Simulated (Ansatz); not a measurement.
**TaTiSi$_{4}$: computed properties**

Computed with Ansatz 0.2.0, DFT PBE, scalar-relativistic, plane waves, PAW.

Settings: cutoff 420 eV, Γ-centred mesh 10×10×10 on the computed 6-atom cell, Gaussian smearing of 0.10 eV; no spin polarisation.

The structure is relaxed at this level of theory with its symmetry kept, and needn't be the ground state of this composition.

```cif
data_structure
_symmetry_space_group_name_H-M 'F222'
_symmetry_Int_Tables_number 22
_cell_length_a 4.8130
_cell_length_b 8.3278
_cell_length_c 8.6354
_cell_angle_alpha 90.000
_cell_angle_beta 90.000
_cell_angle_gamma 90.000
_cell_volume 346.12
loop_
_atom_site_label
_atom_site_type_symbol
_atom_site_symmetry_multiplicity
_atom_site_Wyckoff_symbol
_atom_site_fract_x
_atom_site_fract_y
_atom_site_fract_z
_atom_site_occupancy
Ti1 Ti 4 d 0.75000 0.25000 0.25000 1
Ta1 Ta 4 b 0.50000 0.00000 0.00000 1
Si1 Si 8 i 0.75000 0.59585 0.25000 1
Si2 Si 8 f 0.50000 0.66072 0.00000 1
```

```json
{"Space group": "F222 (No. 22)", "Volume per atom": "14.42 Å³", "Formation energy from the elements' standard states (uncorrected)": "-0.522 eV/atom", "Kohn–Sham band gap": "none (metal)", "Density of states at the Fermi level": "1.3 states/eV per cell", "Orbital (Löwdin) character within 0.5 eV of the Fermi level": "Ti 3d 38 %, Ta 5d 27 %, Si 3p 25 %, unprojected 5 %", "Bulk modulus": "159 GPa", "Its pressure derivative": "4.4", "Bader charge by site (e)": "Ti (1 in the cell) 1.18, Ta (1 in the cell) 0.79, Si (2 in the cell) -0.49, Si (2 in the cell) -0.50"}
```

Spin-orbit coupling is left out, which matters for the bands of heavy elements.

The cell was found from a structure generator's guess, not taken from experiment. Löwdin shares on free-atom orbitals overweight diffuse shells.
